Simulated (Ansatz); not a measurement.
From the elastic tensor of Cu$_{3}$Pd to moduli and sound speeds

Computed with DFT LDA, scalar-relativistic, plane waves, PAW in Ansatz. Cutoff 420 eV, 12×12×12 k-points (Γ-centred), Fermi-Dirac smearing of 0.15 eV. No spin polarisation.

Symmetry: Pm-3m, No. 221, cubic system. Conventional cell: a = 3.613 Å, b = 3.613 Å, c = 3.613 Å, α = 90.00°, β = 90.00°, γ = 90.00°. Cu (site symmetry 4/mmm) is surrounded by 8 Cu at 2.55 Å and 4 Pd at 2.55 Å. Pd (site symmetry m-3m) has 12 Cu at 2.55 Å as nearest neighbours.

In a metal, frequencies and elastic constants depend on the k mesh and the smearing, soft modes and shear constants most.

Relaxed-ion constants (GPa, on the Cartesian axes of the calculation):
```
244.8 174.7 174.7   0.0   0.0   0.0
174.7 244.8 174.7   0.0   0.0   0.0
174.7 174.7 244.8   0.0   0.0   0.0
  0.0   0.0   0.0  96.5   0.0   0.0
  0.0   0.0   0.0   0.0  96.5   0.0
  0.0   0.0   0.0   0.0   0.0  96.5
```

Density 10.461 g/cm³; 4 atoms in 47.15 Å³.

The values that follow are for a polycrystal of randomly turned grains, by Hill's mean where one number stands. In a crystal this anisotropic the Voigt and Reuss bounds lie far apart, so Hill's mean and the sound speeds and Debye temperature from it are rough.

With S = C⁻¹: B_V = (C11+C22+C33+2(C12+C13+C23))/9, G_V = (C11+C22+C33−C12−C13−C23+3(C44+C55+C66))/15, 1/B_R = S11+S22+S33+2(S12+S13+S23), 15/G_R = 4(S11+S22+S33−S12−S13−S23)+3(S44+S55+S66); Hill is their mean. Then v_l = √((B+4G/3)/ρ), v_t = √(G/ρ), v_m = [(2/v_t³+1/v_l³)/3]^(−1/3) and Θ = (ħ/k_B)·v_m·(6π²n/V)^(1/3) for n atoms in the volume V; E = 9BG/(3B+G), ν = (3B−2G)/(2(3B+G)) and A^U = 5G_V/G_R + B_V/B_R − 6.

```json
{
 "Bulk modulus, Voigt / Reuss / Hill": "198.1 / 198.1 / 198.1 GPa",
 "Shear modulus, Voigt / Reuss / Hill": "72.0 / 56.7 / 64.4 GPa",
 "Young's modulus": "174 GPa",
 "Poisson ratio": "0.353",
 "Pugh ratio B/G": "3.08 (over 1.75, the rule of thumb for ductile)",
 "Universal anisotropy index": "1.34",
 "Longitudinal and transverse sound speeds": "5209 and 2480 m/s",
 "Debye temperature from the mean sound speed": "365 K"
}
```

Cost: 1 run of about 2.2 core-minutes, on Arm Neoverse V2 (shared hosts).